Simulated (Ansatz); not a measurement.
Trial structure of ZrTi3C4, not yet relaxed:

```cif
data_structure
_symmetry_space_group_name_H-M 'Cmmm'
_symmetry_Int_Tables_number 65
_cell_length_a 6.7959
_cell_length_b 9.6108
_cell_length_c 3.3979
_cell_angle_alpha 90.000
_cell_angle_beta 90.000
_cell_angle_gamma 90.000
_cell_volume 221.93
loop_
_atom_site_label
_atom_site_type_symbol
_atom_site_symmetry_multiplicity
_atom_site_Wyckoff_symbol
_atom_site_fract_x
_atom_site_fract_y
_atom_site_fract_z
_atom_site_occupancy
Zr1 Zr 2 b 0.50000 0.00000 0.00000 1
Ti1 Ti 2 a 0.00000 0.00000 0.00000 1
Ti2 Ti 4 f 0.25000 0.25000 0.50000 1
C1 C 4 i 0.50000 0.75000 0.00000 1
C2 C 4 h 0.75000 0.00000 0.50000 1
```

The calculation used Ansatz 0.2.0, DFT PBE, scalar-relativistic, plane waves, PAW. Settings: cutoff 420 eV, Γ-centred mesh 4×4×6 on the computed 8-atom cell, Gaussian smearing of 0.10 eV; no spin polarisation.

Formation energies are uncorrected and refer to the elements' standard structures at the same level.

Problem. Estimate its pressure, forces and energy as it stands.

Solution. The pressure is -34.4 GPa (the mean over three directions, positive in compression), the largest force is 0.71 eV/Å, and the energy is −0.38 eV/atom against the elements. The shortest distance is 2.40 Å.

Problem. How much does it gain on relaxing, and where does it end?

Solution. Relaxing gains about 0.40 eV/atom (the start's value is from the coarse mesh, so the gain is rough) in 11 ionic steps and ends at −0.78 eV/atom on the finer mesh. The symmetry stays Cmmm (No. 65). The volume per atom shrinks by 21.2 %, from 13.9 to 10.9 Å³. The shortest distance goes from 2.40 Å (Ti–C and Zr–C) to 2.17 Å (Ti–C). Conventional cell: a = 6.273 Å, b = 8.867 Å, c = 3.143 Å. Zr is surrounded by 6 C at 2.27 Å, 10 Ti at 3.14 Å and 2 Zr at 3.14 Å; around Ti on a site of symmetry mmm lie 6 C at 2.17 Å, 2 Zr at 3.14 Å and 10 Ti at 3.14 Å; C on a site of symmetry m2m has 5 Ti at 2.17–2.22 Å and 1 Zr at 2.27 Å; 2 more sites not described.

The last run used an 8×8×12 mesh (in the run's order of axes) for its 8-atom cell and Gaussian smearing of 0.10 eV. The reference form of C is held partly by dispersion forces, which this level lacks. The relaxation can't lower the symmetry of the start. A later test with randomly moved atoms came back to the same energy, though modes that don't fit the test's cell weren't probed.
